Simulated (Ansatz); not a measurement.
A trial cell of CuSi, before relaxation:

```xyz
2
Lattice="2.7949 0.0000 0.0000 -1.3975 2.4205 0.0000 0.0000 0.0000 4.5641" Properties=species:S:1:pos:R:3 pbc="T T T"
Si    0.0000    1.6136    0.0000
Cu    1.3975    0.8068    2.2820
```

Computed with DFT PBE, scalar-relativistic, plane waves, PAW (Ansatz 0.2.0). Cutoff 420 eV, Gaussian smearing, Γ-centred meshes. Cell and atoms relax first on a coarse mesh and then on a finer one. In between, the cell is made exact in the group found at 0.06 Å. In metals the finer mesh still leaves noise of several meV/atom or more. The steps can't lower the symmetry of their start. No spin polarisation.

A guess keeps its type if space group and coordination stay and the shape of the cell changes little (axis ratios within about 15 %, angles within 6°); the volume may change.

Problem. Does this structure survive the relaxation?

Solution. It keeps its type. The symmetry stays P-6m2 (No. 187). The volume per atom shrinks by 14.3 %, from 15.4 to 13.2 Å³. The shortest distance goes from 2.79 Å (Cu–Si, Cu–Cu and Si–Si) to 2.56 Å (Cu–Si). The ratio c/a of the conventional cell changes by a factor of 0.89. Counting neighbours within 15 % of an atom's shortest distance, the start has Cu 12, Si 12 and the end Cu 12, Si 12.

Energies over the elements count from the elements' standard structures at the same level, with no fitted energy shifts.

Problem. At what energy does it end?

Solution. +0.21 eV/atom. A positive value: parting into the elements would lower its energy.

The last run used a 24×24×14 mesh (in the run's order of axes) for its 2-atom cell and Gaussian smearing of 0.10 eV. The cell is a metal run without spin; a magnetic state may lie lower. A structure relaxed within its symmetry needn't be a true minimum.
